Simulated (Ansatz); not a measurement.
The cell is COD entry 1524979, as deposited and not checked against the literature; nothing was relaxed.

An input for CdPd and the output that it gave: DFT, PBEsol, all-electron LAPW, scalar-relativistic (Ansatz 0.2.0).

Command: `ansatz run input.yaml --threads 1 --pin off --max-ram 3072MiB --backend cpu --events-out ev --progress --plain --runs-dir out` The run took 49 s on 1 thread of Arm Neoverse V1, on a shared host, peak memory 0.56 GiB.

```yaml
crystal:
  lattice:
    - [3.0276, 0.0, 0.0]
    - [0.0, 3.0276, 0.0]
    - [0.0, 0.0, 3.631]
  atoms:
    - { symbol: Cd, position: [0.0, 0.0, 0.0] }
    - { symbol: Pd, position: [0.5, 0.5, 0.5] }
kpoints:
  mp_grid: { grid: [11, 11, 9] }
  band_path:
    path:
      - [0.0, 0.0, 0.0]
      - [0.0, 0.5, 0.0]
      - [0.5, 0.5, 0.0]
      - [0.0, 0.0, 0.0]
      - [0.0, 0.0, 0.5]
      - [0.0, 0.5, 0.5]
      - [0.5, 0.5, 0.5]
      - [0.0, 0.0, 0.5]
      - [0.0, 0.5, 0.0]
    npoints: 14
scf:
  occupations: { method: fermi_dirac, width: 0.05 }
hamiltonian:
  xc: pbesol
  pseudopotentials: { kind: all_electron, lapw: { basis_error: 0.0005 } }
output:
  forces: true
  stress: true
  eigenvalues: true
  populations: true
  dos: { projected: true, de: 0.2, e_range: [-14, 8] }
```

What the program printed:

```
Cd: projections on atomic orbitals take those of the free atom 1s2 2s2 2p6 3s2 3p6 3d10 4s2 4p6 4d10 5s2, of charge +0.00 (hamiltonian.pseudopotentials.projection_atoms)
Pd: projections on atomic orbitals take those of the free atom 1s2 2s2 2p6 3s2 3p6 3d10 4s2 4p6 4d10, of charge +0.00 (hamiltonian.pseudopotentials.projection_atoms)
LAPW: plane waves up to 8.498 Å⁻¹, error target 5.0e-4 eV per atom; small_component_spin mean_spin; Pd in spheres of 1.400 Å, 28 of its electrons in bands, Dirac shells []; Cd in spheres of 1.407 Å, 20 of its electrons in bands, Dirac shells []
Engine: ansatz 0.2.0
Pseudopotentials: kind: all_electron
Pseudopotential: Cd, LAPW, valence charge 20, Koelling and Harmon's equation, gaussian nucleus
Pseudopotential: Pd, LAPW, valence charge 28, Koelling and Harmon's equation, gaussian nucleus
Functional definition: PBEsol
  exchange = pbesol_x
  correlation = pbesol_c
Crystal: 2 atoms, lattice volume = 33.283 Å³
Basis set: ecut = 275.14658153354077 eV, 353 PW (Γ), exchange–correlation at level 2
Bands: 29, of which v1, the nominal top of the filled ones, is band 24 counted from 1 (23 counted from 0)
Symmetry: 16 space group operations
Space group: P4/mmm (ITA 123), of the structure as read, at distance tolerance 3.2e-5 Å
k-points: 105 of 1089
Non-local potential: Cd, projectors of the file, none
Non-local potential: Pd, projectors of the file, none
Initial density: superposition of atomic densities (chi_scale 0.1, normalization cell, long waves kept (reshape's long-wave potential 0.00 eV rms))
Initial wavefunctions: plane waves of lowest kinetic energy (no species holds an atomic orbital)
Functional: x = pbesol(κ = 0.804, μ = 0.12345679012345678), c = pbesol(β = 0.046)
iter 1 solved again at ethr=2.06e-3 eV; its pass at ethr=1.00e-1 eV (dr2=9.87e-1 eV) is discarded
SCF iter   1: F=—  HF=-289407.787567 eV  |F-HF|=—  |Δ(HF+E_count)|=         —  Δρ=5.03e-2  dr2=9.89e-1  ethr=2.06e-3  ⟨swp⟩=2.0  Hψ=19972  notcnv=0
preconditioner: auto → Kerker (q_TF=auto, 2.900 Å⁻¹)  [metal: Δε(μ)=0.103 eV  Ē_g=12.734 eV  σ=0.050 eV  W_gap=0.47  n_scr=14 (ndim 8)  ℏωp=30.2 eV  f_vac=0.000  D(μ)=0.34/eV (n_scr^D=0)]
SCF iter   2: F=—  HF=-289407.454984 eV  |F-HF|=—  |Δ(HF+E_count)|=   3.33e-1  Δρ=2.78e-2  dr2=4.88e-1  ethr=2.06e-3  ⟨swp⟩=3.0  Hψ=8976  notcnv=0  defer=1
iter 3 solved again at ethr=6.81e-5 eV; its pass at ethr=1.02e-3 eV (dr2=3.27e-2 eV) is discarded
SCF iter   3: F=—  HF=-289406.440279 eV  |F-HF|=—  |Δ(HF+E_count)|=    1.01e0  Δρ=1.04e-2  dr2=3.27e-2  ethr=6.81e-5  ⟨swp⟩=2.0  Hψ=15066  notcnv=0
SCF iter   4: F=—  HF=-289406.428832 eV  |F-HF|=—  |Δ(HF+E_count)|=         —  Δρ=5.70e-3  dr2=1.21e-2  ethr=6.81e-5  ⟨swp⟩=2.0  Hψ=8739  notcnv=0
the basis was enlarged: its passes take 46.6 KiB over the memory plan, 1 of 1 planned eigensolver slots
SCF iter   5: F=—  HF=-289406.426914 eV  |F-HF|=—  |Δ(HF+E_count)|=   1.92e-3  Δρ=2.69e-3  dr2=3.11e-3  ethr=2.52e-5  ⟨swp⟩=2.0  Hψ=8723  notcnv=0
SCF iter   6: F=—  HF=-289406.427099 eV  |F-HF|=—  |Δ(HF+E_count)|=   1.85e-4  Δρ=1.03e-3  dr2=4.76e-4  ethr=6.48e-6  ⟨swp⟩=2.0  Hψ=8739  notcnv=0
SCF iter   7: F=—  HF=-289406.427051 eV  |F-HF|=—  |Δ(HF+E_count)|=   4.75e-5  Δρ=2.91e-4  dr2=2.49e-5  ethr=9.91e-7  ⟨swp⟩=2.0  Hψ=8739  notcnv=0
SCF iter   8: F=—  HF=-289406.427047 eV  |F-HF|=—  |Δ(HF+E_count)|=   4.86e-6  Δρ=6.40e-5  dr2=1.68e-6  ethr=5.18e-8  ⟨swp⟩=2.0  Hψ=8738  notcnv=0
SCF iter   9: F=—  HF=-289406.427046 eV  |F-HF|=—  |Δ(HF+E_count)|=   1.88e-7  Δρ=1.66e-5  dr2=1.54e-7  ethr=3.50e-9  ⟨swp⟩=2.0  Hψ=8738  notcnv=0
SCF iter  10: F=-289406.427046 eV  HF=-289406.427046 eV  |F-HF|=1.27e-7  |Δ(HF+E_count)|=   2.31e-8  Δρ=1.04e-5  dr2=8.12e-8  ethr=3.20e-10  ⟨swp⟩=2.0  Hψ=8738  notcnv=0
SCF 1 converged in 10 iterations: F = -289406.427046 eV  dr2 = 8.12e-8
NSCF: frozen V_eff on 113 k-points
SCF converged after 10 iterations
Free energy (F): -289406.427046 eV
Harris-Foulkes:  -289406.427046 eV  (|F-HF|=1.27e-7)
Internal energy: -289406.423825 eV  (E = F + TS)
E sigma→0 (E₀):  -289406.425436 eV
Entropy (-TS):   -0.003221 eV (-1.610 meV/atom)
Fermi energy:    19.761621 eV
--- Per-component energies (eV) ---
  E_band       = -3471.605352
  E_kinetic    = 302605.472546
  E_xc         = -7995.212000
  E_electrostatic = -584016.684371  (all electrons and nuclei)
  E_smearing   = -0.003221  (= −TS)
  E_closure    = 0.000000  (closes the sum)
  E_atoms      = -289399.918435  (free atoms, spherical and without spin; not in F)
  Σ components = -289406.427046   (vs F -289406.427046, Δ=0.00e0)
  Basis errors (estimates in eV, not in F): energy 1.3e-4 per atom: plane waves 1.1e-4 (5.6e-5 summed), levels above the bands 2.2e-68, relativity 1.2e-8, radial functions 2.1e-5, core shells 3.5e-7; eigenvalues (radial functions only) 2.0e-6; not estimated: angular momenta, meshes, grids; target (lapw.basis_error) 5.0e-4; muffin-tin radii Pd 1.400 Å, Cd 1.407 Å
--- Forces (eV/Å), atoms counted from 1 ---
  atom   1  Cd    -0.00000000     0.00000000     0.00000000
  atom   2  Pd    -0.00000000     0.00000000     0.00000000
  max |Σ_I F_I| component: 4.93e-32 eV/Å
--- Stress (GPa, compression-positive) ---
       -1.663614       0.000000       0.000000
        0.000000      -1.663614       0.000000
        0.000000       0.000000      -0.889508
  P = ⅓ Tr σ = -1.4056 GPa (-14.056 kbar)
--- Band table (eV; the first three rows and the last of 105) ---
  k-point 0: bands = ["-304.7616", "-304.7597", "-304.7597", "-304.7446", "-304.7257", "-82.6142", "-64.4159", "-43.6977", "-43.6977", "-43.6746", "-30.2122", "-30.1393", "-30.1393", "10.4110", "10.5635", "11.1140", "11.4645", "11.4645", "11.7174", "16.2200", "16.6157", "18.0360", "18.0360", "18.3088", "22.8304", "27.8412", "27.8412", "29.0371", "34.4214"]
  k-point 1: bands = ["-304.7616", "-304.7597", "-304.7597", "-304.7446", "-304.7257", "-82.6142", "-64.4159", "-43.6976", "-43.6976", "-43.6748", "-30.2134", "-30.1393", "-30.1393", "10.4272", "10.6005", "11.2901", "11.4685", "11.4685", "11.7230", "16.1886", "16.5777", "17.9470", "17.9470", "18.2961", "21.9203", "28.1600", "28.1600", "30.1977", "34.2265"]
  k-point 2: bands = ["-304.7616", "-304.7597", "-304.7597", "-304.7446", "-304.7257", "-82.6141", "-64.4158", "-43.6976", "-43.6976", "-43.6754", "-30.2163", "-30.1393", "-30.1393", "10.4688", "10.6952", "11.4790", "11.4790", "11.7372", "11.8116", "16.1087", "16.4199", "17.7332", "17.7332", "18.2639", "20.2348", "29.0583", "29.0583", "32.5923", "33.8746"]
  k-point 104: bands = ["-304.7616", "-304.7597", "-304.7597", "-304.7446", "-304.7257", "-82.6109", "-64.4062", "-43.7242", "-43.7242", "-43.6719", "-30.2084", "-30.2084", "-30.2075", "10.6618", "10.9328", "10.9449", "11.8215", "12.1199", "15.4522", "15.6520", "15.7570", "18.0976", "18.8217", "23.2378", "24.2037", "24.6888", "25.1553", "26.3196", "26.7528"]
--- Löwdin populations: 2 sites ---
  site symbol       q [e]
     0     Cd     47.4769
     1     Pd     45.6480
  spilling = 0.009309 (of n_electrons = 94.000000)
```

Spin polarisation is left out, and whether a magnetic state lies lower isn't shown here.
